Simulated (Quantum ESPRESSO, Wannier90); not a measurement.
## Tight-binding from DFT: WS$_{2}$ (R3m)

```xyz
3
Lattice="-1.5924 2.7582 0.0000 -3.1849 0.0000 0.0000 -1.5924 0.9194 6.4898" Properties=species:S:1:pos:R:3 pbc="T T T"
W      0.0000     0.0000    -0.0130
S     -1.5924     0.9194    -1.5727
S     -1.5924     0.9194     1.5461
```

Cell from Materials Project (mp-9813), symmetrised, no further relaxation. COD (Crystallography Open Database) has the formula in 2 space groups, this one among them (matched by group alone). Level: PBEsol, spinors with spin-orbit coupling; pw.x of Quantum ESPRESSO at 60 Ry with PseudoDojo potentials, 6×6×6 k-points, Wannier90. Density: 12×12×12 mesh, cold smearing 0.01 Ry. The cell is built of weakly bound layers, chains or molecules, whose nearest atoms lie 3.84 Å apart. Database cells relaxed without dispersion often hold them too far apart, which can enlarge gaps and weakens couplings between them; spacing and stacking were not compared with the measured crystal.

A tight-binding model is made by disentanglement and projection with no localisation steps (num_iter = 0), so the 22 orbitals stay atom-like: hydrogen-like W: d; S: p, axes along x, y, z; frozen window up to 3.85 eV relative to the valence-band maximum. It follows pw.x to 12 meV rms for states up to 2.1 eV relative to the valence-band maximum. Matrix elements depend on this choice of orbitals and windows.

The 45 largest hoppings ⟨m,0|H|n,R⟩ between different sites (one of each Hermitian pair; signs follow the real orbitals' lobes; the list may end inside a set of equal values):

| m | n | R | distance of the centres (Å) | t (eV) | Im t (eV) |
|---|---|---|---|---|---|
| S3 py↑ | W1 dyz↑ | 1 0 0 | 2.34 | 1.702 | 0.000 |
| S3 py↓ | W1 dyz↓ | 1 0 0 | 2.34 | 1.702 | 0.000 |
| S2 py↑ | W1 dyz↑ | 1 0 0 | 2.34 | -1.698 | 0.000 |
| S2 py↓ | W1 dyz↓ | 1 0 0 | 2.34 | -1.698 | 0.000 |
| S3 pz↑ | S2 pz↑ | 0 0 0 | 3.29 | 1.132 | 0.000 |
| S3 pz↓ | S2 pz↓ | 0 0 0 | 3.29 | 1.132 | 0.000 |
| S3 px↑ | W1 dxz↑ | 0 0 0 | 2.35 | 1.120 | -0.007 |
| S3 px↓ | W1 dxz↓ | 0 0 0 | 2.35 | 1.120 | 0.007 |
| S3 px↑ | W1 dxz↑ | 0 1 0 | 2.35 | 1.120 | 0.007 |
| S3 px↓ | W1 dxz↓ | 0 1 0 | 2.35 | 1.120 | -0.007 |
| S2 px↑ | W1 dxz↑ | 0 1 0 | 2.36 | -1.118 | -0.008 |
| S2 px↓ | W1 dxz↓ | 0 1 0 | 2.36 | -1.118 | 0.008 |
| S2 px↑ | W1 dxz↑ | 0 0 0 | 2.36 | -1.118 | 0.008 |
| S2 px↓ | W1 dxz↓ | 0 0 0 | 2.36 | -1.118 | -0.008 |
| S3 px↑ | W1 dxy↑ | 1 0 0 | 2.30 | 1.102 | 0.000 |
| S3 px↓ | W1 dxy↓ | 1 0 0 | 2.30 | 1.102 | 0.000 |
| S2 px↑ | W1 dxy↑ | 1 0 0 | 2.30 | 1.100 | 0.000 |
| S2 px↓ | W1 dxy↓ | 1 0 0 | 2.30 | 1.100 | 0.000 |
| S2 pz↑ | W1 dyz↑ | 1 0 0 | 2.45 | -1.066 | 0.000 |
| S2 pz↓ | W1 dyz↓ | 1 0 0 | 2.45 | -1.066 | 0.000 |
| S3 pz↑ | W1 dyz↑ | 1 0 0 | 2.45 | -1.062 | 0.000 |
| S3 pz↓ | W1 dyz↓ | 1 0 0 | 2.45 | -1.062 | 0.000 |
| S3 px↑ | W1 dyz↑ | 0 0 0 | 2.37 | -1.009 | -0.005 |
| S3 px↓ | W1 dyz↓ | 0 0 0 | 2.37 | -1.009 | 0.005 |
| S3 py↑ | W1 dxz↑ | 0 0 0 | 2.37 | -1.009 | -0.003 |
| S3 py↓ | W1 dxz↓ | 0 0 0 | 2.37 | -1.009 | 0.003 |
| S3 px↑ | W1 dyz↑ | 0 1 0 | 2.37 | 1.009 | -0.005 |
| S3 px↓ | W1 dyz↓ | 0 1 0 | 2.37 | 1.009 | 0.005 |
| S3 py↑ | W1 dxz↑ | 0 1 0 | 2.37 | 1.009 | -0.003 |
| S3 py↓ | W1 dxz↓ | 0 1 0 | 2.37 | 1.009 | 0.003 |
| S2 px↑ | W1 dyz↑ | 0 1 0 | 2.37 | -1.006 | 0.005 |
| S2 px↓ | W1 dyz↓ | 0 1 0 | 2.37 | -1.006 | -0.005 |
| S2 py↑ | W1 dxz↑ | 0 1 0 | 2.37 | -1.006 | 0.004 |
| S2 py↓ | W1 dxz↓ | 0 1 0 | 2.37 | -1.006 | -0.004 |
| S2 px↑ | W1 dyz↑ | 0 0 0 | 2.37 | 1.006 | 0.005 |
| S2 px↓ | W1 dyz↓ | 0 0 0 | 2.37 | 1.006 | -0.005 |
| S2 py↑ | W1 dxz↑ | 0 0 0 | 2.37 | 1.006 | 0.004 |
| S2 py↓ | W1 dxz↓ | 0 0 0 | 2.37 | 1.006 | -0.004 |
| S3 py↑ | W1 dx2-y2↑ | 0 0 0 | 2.34 | 0.968 | 0.020 |
| S3 py↓ | W1 dx2-y2↓ | 0 0 0 | 2.34 | 0.968 | -0.020 |
| S3 py↑ | W1 dx2-y2↑ | 0 1 0 | 2.34 | 0.968 | -0.020 |
| S3 py↓ | W1 dx2-y2↓ | 0 1 0 | 2.34 | 0.968 | 0.020 |
| S2 py↑ | W1 dx2-y2↑ | 0 0 0 | 2.34 | 0.967 | 0.020 |
| S2 py↓ | W1 dx2-y2↓ | 0 0 0 | 2.34 | 0.967 | -0.020 |
| S2 py↑ | W1 dx2-y2↑ | 0 1 0 | 2.34 | 0.967 | -0.020 |
